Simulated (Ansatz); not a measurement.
An Ansatz (a quantum-chemistry and plane-wave program) run. Input:

Ansatz 0.2 input:
```yaml
crystal:
  lattice:
    - [1.4106256866, 0.8144251199, 5.9344033714]
    - [-1.4106256866, 0.8144251199, 5.9344033714]
    - [0.0, -1.6288502397, 5.9344033714]
  atoms:
    - { symbol: Pt, position: [0.0, 0.0, 0.0] }
    - { symbol: Co, position: [0.5, 0.5, 0.5] }
    - { symbol: O, position: [0.1123271522, 0.1123271522, 0.1123271522] }
    - { symbol: O, position: [0.8876728478, 0.8876728478, 0.8876728478] }
kpoints:
  mp_grid: { grid: [17, 17, 17] }
hamiltonian:
  xc: r2scan
  pseudopotentials: { kind: paw }
scf:
  occupations: { method: gaussian, width: 0.05 }
checkpoint: { read: metal.run }
output: { write_density: true, elf: true, volumetric_format: npy }
```

Output (shortened):

```
WARN checkpoint.read: basis.fft_grid_basis: the saved state records [[1, 0, -1], [0, 1, -1], [0, 0, 1]] …
Pseudopotentials: kind: paw
Pseudopotential: Pt, paw, valence charge 18
Pseudopotential: Co, paw, valence charge 17
Pseudopotential: O, paw, valence charge 6
Functional definition: r2SCAN
Crystal: 4 atoms, lattice volume = 40.906 Å³
Basis set: ecut = 500 eV, 1029 PW (Γ), FFT grids on a1−a3, a2−a3, a3, exchange–correlation on 96×96×180 points (64 copies of the dense FFT grid, shifted against one another)
Bands: 29, of which v1, the nominal top of the filled ones, is band 24 counted from 1 (23 counted from 0)
Symmetry: 12 space group operations
Space group: R-3m (ITA 166), of the structure as read, at distance tolerance 3.4e-5 Å
k-points: 489 of 4913
PAW frozen core: Pt, regenerated for the run's functional
PAW frozen core: Co, regenerated for the run's functional
PAW frozen core: O, regenerated for the run's functional
Initial density: read from a saved state, or passed on in memory by an earlier SCF of this step, an earlier step, the calling program or the single point that …
Stability of the state it starts from, as read at its close in the unpolarized treatment …
Initial wavefunctions: pseudopotential atomic-orbital guess
Eigensolver: davidson
Functional: x = r2scan, c = r2scan; τ floored in thin density (d = 2e-4 eV/Å³)
iter 1 solved again at ethr=3.87e-8 eV; its pass at ethr=3.10e-3 eV (dr2=1.82e-5 eV) is discarded
SCF iter   1: F=—  HF=-18804.608805 eV  |F-HF|=—  |Δ(HF+E_count)|=         —  Δρ=9.07e-7  dr2=2.14e-10  dr2_τ=4.79e-11  ethr=3.87e-8  ⟨swp⟩=4.1  Hψ=96483  notcnv=0
all-band conjugate gradients solve this SCF's bands
preconditioner: auto → none
SCF iter   2: F=-18804.608805 eV  HF=-18804.608805 eV  |F-HF|=4.87e-10  |Δ(HF+E_count)|=   1.20e-7  Δρ=1.21e-6  dr2=5.69e-10  dr2_τ=9.49e-11  ethr=1.00e-12  ⟨swp⟩=6.0  Hψ=54341  notcnv=0
SCF 1 converged in 2 iterations: F = -18804.608805 eV  dr2 = 5.69e-10
SCF converged after 2 iterations
Free energy (F): -18804.608805 eV
Harris-Foulkes:  -18804.608805 eV  (|F-HF|=4.87e-10)
Internal energy: -18804.608339 eV  (E = F + TS)
E sigma→0 (E₀):  -18804.608572 eV
Entropy (-TS):   -0.000466 eV (-0.116 meV/atom)
Fermi energy:    16.568671 eV
--- Per-component energies (eV) ---
  E_band       = -525.771189
  E_kinetic    = 1441.013341
  E_local      = -5684.770456  (includes V_loc(G=0)·N_el)
  E_nonlocal   = 754.587162
  E_hartree    = 2281.011799
  E_xc         = -553.057969
  E_vxc        = -775.074179  (∫ρ·V_xc dr)
  E_paw        = -11320.938632  (= ΣΔE_a)
  E_vpaw       = -872.134695  (= ΣTr[D̂ρ^β])
  E_aug_tail   = 0.002388  (compensation charges beyond the density's cutoff)
  E_vtau       = 48.581867  (kinetic-family band-sum trace: ∫τ·v_τ [+ j·A + Jᵃ·Aᵃ] dr)
  E_ewald      = -5721.865390
  E_core_change = -0.590582  (= ΣΔE_core)
  E_smearing   = -0.000466  (= −TS)
  E_closure    =  0.000000  (closes the sum)
  Σ components = -18804.608805   (vs F -18804.608805, Δ=0.00e0)
  [band-id]    e_kinetic+e_local+e_nonlocal+2·e_hartree+e_vxc+e_vpaw+e_augmentation_tail+e_vtau = -525.770973   (vs E_band -525.771189, Δ=2.16e-4)
--- Band table (eV; the first three rows and the last of 489) ---
  k-point 0: bands = ["-84.3052", "-82.9434", "-44.8048", "-44.8048", "-44.7599", "-38.2896", "-37.5714", "-37.5714", "-6.4147", "-4.4786", "6.4539", "9.1824", "9.6257", "9.6257", "11.6751", "12.8896", "12.8896", "13.1376", "13.1376", "13.9940", "13.9940", "14.4117", "14.7429", "14.7429", "18.5469", "18.5469", "19.5675", "22.4888", "26.0350"]
  k-point 1: bands = ["-84.3046", "-82.9431", "-44.8074", "-44.8054", "-44.7595", "-38.2883", "-37.5822", "-37.5740", "-6.3736", "-4.4756", "6.5083", "9.2879", "9.4959", "9.6470", "11.7869", "12.6274", "12.7406", "13.0964", "13.2420", "14.0381", "14.0572", "14.4307", "14.6692", "14.7816", "18.4598", "18.5171", "19.6262", "22.7111", "26.1406"]
  k-point 2: bands = ["-84.3027", "-82.9424", "-44.8149", "-44.8072", "-44.7583", "-38.2847", "-37.6132", "-37.5817", "-6.2539", "-4.4674", "6.6633", "9.1956", "9.5838", "9.7085", "11.9597", "12.1087", "12.4320", "12.9641", "13.5089", "13.9938", "14.1474", "14.4354", "14.6034", "14.9011", "18.2425", "18.4361", "19.7770", "23.3043", "26.4485"]
  k-point 488: bands = ["-84.3046", "-82.9431", "-44.8074", "-44.8054", "-44.7595", "-38.2884", "-37.5822", "-37.5740", "-6.1346", "-4.8421", "8.0976", "8.8077", "9.5517", "9.7980", "10.0525", "11.9587", "12.1101", "13.0879", "13.2379", "14.0867", "14.1046", "15.0279", "15.5313", "15.5807", "18.0574", "18.1335", "20.8372", "21.6676", "25.9135"]
  band table: 29 of 29 bands, residual norms ≤ 1.0e-3 eV
```

Cost: roughly 40 core-seconds on shared cores.

The cell was relaxed with r²SCAN under the symmetry of its start. No spin polarisation was allowed. No Hubbard U is applied. Without spin polarisation and U, an open-shell compound can come out a false metal. Spin–orbit coupling is left out wherever it is not named.

Potentials: the later of the program's two PAW sets.

Ansatz is a plane-wave DFT program.
